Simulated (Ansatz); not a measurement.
**GaP (zinc blende), frozen-phonon scan**

GaP (zinc blende)

```yaml
crystal:
  lattice:
    - [0.00000, 5.45138, 5.45138]
    - [2.72569, 0.00000, 2.72569]
    - [2.72569, 2.72569, 0.00000]
  atoms:
    - { symbol: P, position: [0.37500, 0.75000, 0.75000] }
    - { symbol: P, position: [0.87500, 0.75000, 0.75000] }
    - { symbol: Ga, position: [0.00000, 0.00000, 0.00000] }
    - { symbol: Ga, position: [0.50000, 0.00000, 0.00000] }
```

The atoms are displaced by Q × the pattern below (from a DFPT mode at L = (0.5, 0.0, 0.0), largest move 1; Q in Å), at fixed cell. It is one choice among 2 degenerate patterns. (q is in reciprocal vectors of the primitive cell; the cell shown is doubled to hold the pattern.)

| atom | x | y | z |
|---|---|---|---|
| P1 | 0.285 | -0.520 | 0.805 |
| P2 | -0.285 | 0.520 | -0.805 |
| Ga3 | 0.112 | -0.204 | 0.315 |
| Ga4 | -0.112 | 0.204 | -0.315 |

These are r2SCAN (plane waves to 500 eV, PAW, scalar-relativistic; Ansatz, a quantum-chemistry and plane-wave program) values and carry that method's errors. k mesh 5×10×10 (Γ-centred), Fermi-Dirac smearing 0.05 eV. E stands for the smeared free energy. Compression counts positive. GaP was relaxed with its symmetry unable to fall. ΔE is measured from the undisplaced structure.

```
Q (Å)   ΔE (eV/cell)  P (GPa)  −dE/dQ from forces (eV/Å)
------  ------------  -------  -------------------------
-0.100        0.1969     0.82                      3.957
-0.083        0.1366     0.57                      3.288
-0.067        0.0873     0.36                      2.625
-0.050        0.0491     0.21                      1.965
-0.033        0.0218     0.09                      1.308
-0.017        0.0054     0.02                      0.654
0.000         0.0000     0.00                      0.000
0.017         0.0054     0.02                     -0.654
0.033         0.0218     0.09                     -1.308
0.050         0.0491     0.21                     -1.965
0.067         0.0873     0.36                     -2.625
0.083         0.1366     0.57                     -3.288
0.100         0.1969     0.82                     -3.957
```

Summary:

The energy at Q = 0.100 Å is 196.9 meV/cell. Space group of the distorted cell: P1 (No. 1), lowered from F-43m. Symmetry of the curve: even: the same for both signs. Shape of the curve: a single well with its minimum at or next to zero displacement. Harmonic wavenumber from the curvature (finite differences): 358 cm⁻¹. Wavenumber by perturbation theory (DFPT, on another k mesh): 358 cm⁻¹.

The 13 points together took very roughly 17 core-minutes.

(A displaced cell: forces are minus the slopes of the energy, force constants its curvatures, and phonons follow from these.)
